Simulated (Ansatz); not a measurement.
Name crystals whose computed values (LDA in the plane-wave PAW code Ansatz) fall in these windows: B₀ by P(V) fit (GPa) 46 to 59; G_Hill (GPa) 31 to 39.



```tsv
crystal	B₀ by P(V) fit (GPa)	G_Hill (GPa)
MgTe, rock salt	53.0	35.2
CaSe, rock salt	57.3	37.9
MgH2, rutile	53.0	33.9
TePb2S, R-3m (Te on 3b, Pb on 6c, S on 3a)	55.9	31.2
BiClO, P4/nmm (Bi on 2c, Cl on 2c, O on 2a)	55.1	35.9
```
Others may fit too.

Standing as an ambient phase not checked: MgTe, rock salt; TePb2S, R-3m (Te on 3b, Pb on 6c, S on 3a); BiClO, P4/nmm (Bi on 2c, Cl on 2c, O on 2a). Weakly bound layers, chains or molecules computed without a dispersion correction, so cells and soft constants are ill determined: BiClO, P4/nmm (Bi on 2c, Cl on 2c, O on 2a). All cells were relaxed under the symmetry of their starts (and spin orders); stability against distortions was not tested throughout. Scalar-relativistic: spin–orbit coupling is off unless named, which matters more the heavier the elements.

Potentials: the later of the program's two PAW sets.
